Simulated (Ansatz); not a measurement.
Theory: DFT, BLYP, plane waves (420 eV) with PAW, scalar-relativistic (Ansatz 0.2.0). The PAW files were generated under PBE, with cores re-solved for the functional.

An element in the diamond structure gives this curve. The cell is scaled uniformly from the relaxed one, with fractional coordinates and shape fixed. Energies are extrapolated to zero smearing, pressures are those at the given smearing. Magnetic state: spin not included.

```csv
V (Å³/atom),E − E₀ (meV/atom),P (GPa)
7.517,75.0,26.25
7.859,30.9,15.80
8.200,7.0,7.14
8.542,0.0,-0.04
8.884,7.0,-6.03
9.225,25.6,-11.01
9.567,53.9,-15.15
```

Which element is it?
A. cobalt
B. boron
C. beryllium
D. vanadium

B. Its fit is V₀ = 8.53 Å³/atom, B₀ = 164 GPa, B₀′ = 3.6.
